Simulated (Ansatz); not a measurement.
All numbers below come from Ansatz, DFT PBE, scalar-relativistic, plane waves, PAW. All cells share a 420 eV cutoff and Γ-centred k meshes spaced at most about 0.3 Å⁻¹ (about 0.25 or finer for metals, 2π included). Collinear spin in cells that started with moments and kept them past the coarse steps, no spin elsewhere.

These are static total energies at zero pressure.

Two forms of CuMoH6 were relaxed alike.

1. (site moments Mo 0.2 μB)

```yaml
crystal:
  lattice:
    - [0.00000, 3.09626, 3.09626]
    - [3.09626, 0.00000, 3.09626]
    - [3.09626, 3.09626, 0.00000]
  atoms:
    - { symbol: Cu, position: [0.75000, 0.75000, 0.75000] }
    - { symbol: H, position: [0.78893, 0.21107, 0.21107] }
    - { symbol: H, position: [0.21107, 0.78893, 0.78893] }
    - { symbol: H, position: [0.78893, 0.78893, 0.21107] }
    - { symbol: H, position: [0.21107, 0.21107, 0.78893] }
    - { symbol: H, position: [0.21107, 0.78893, 0.21107] }
    - { symbol: H, position: [0.78893, 0.21107, 0.78893] }
    - { symbol: Mo, position: [0.50000, 0.50000, 0.50000] }
```

2. (site moments Mo 4.2 μB)

```yaml
crystal:
  lattice:
    - [4.43987, 0.00000, 0.00000]
    - [0.00000, 4.43987, 0.00000]
    - [0.00000, 0.00000, 4.43987]
  atoms:
    - { symbol: Cu, position: [0.50000, 0.50000, 0.50000] }
    - { symbol: H, position: [0.90115, 0.50000, 0.50000] }
    - { symbol: H, position: [0.09885, 0.50000, 0.50000] }
    - { symbol: H, position: [0.50000, 0.90115, 0.50000] }
    - { symbol: H, position: [0.50000, 0.09885, 0.50000] }
    - { symbol: H, position: [0.50000, 0.50000, 0.90115] }
    - { symbol: H, position: [0.50000, 0.50000, 0.09885] }
    - { symbol: Mo, position: [0.00000, 0.00000, 0.00000] }
```

Question: Which would you expect to be lower, and how large is the difference?

Answer: Cell 1 is lower, by 253 meV/atom. Cell 1 has space group F-43m (No. 216), 7.4 Å³/atom and no gap on its mesh; cell 2 has space group Pm-3m (No. 221), 10.9 Å³/atom and no gap. Counting H atoms around Cu and Mo (those within 1.25 times the shortest such distance or 1.15 times the sum of covalent radii, 1.27 where that leaves under three; the shortest distance is added where it exceeds 1.18 times the sum of covalent radii), cell 1 has Cu 12, Mo 6 and cell 2 has Cu 6, Mo 24 from 3.2 Å. Cell 2 holds H–H pairs (shortest 0.88 Å); in cell 1 the shortest H–H distance is 1.85 Å. The denser one is the lower, and pressure would at first widen the difference. Even the lower one lies +0.79 eV/atom against the reference forms of the elements (uncorrected), so neither is stable at this level. In cell 1, around Cu lie 12 H at 2.20 Å and 4 Mo at 2.68 Å; H has 1 Mo at 1.79 Å, 4 H at 1.85 Å and 2 Cu at 2.20 Å; Mo has 6 H at 1.79 Å and 4 Cu at 2.68 Å. In cell 2, Cu is surrounded by 6 H at 1.78 Å; H has 1 H at 0.88 Å, 1 Cu at 1.78 Å, 4 H at 2.52 Å, 1 Cu at 2.66 Å and 4 Mo at 3.17 Å; Mo has 24 H at 3.17 Å (long against covalent radii, as for large ions). Both come from invented guesses.

With hydrogen, zero-point motion can shift such differences by 10 meV/atom or more. Another magnetic order may lie lower. Cells relaxed within their symmetry can be saddle points.
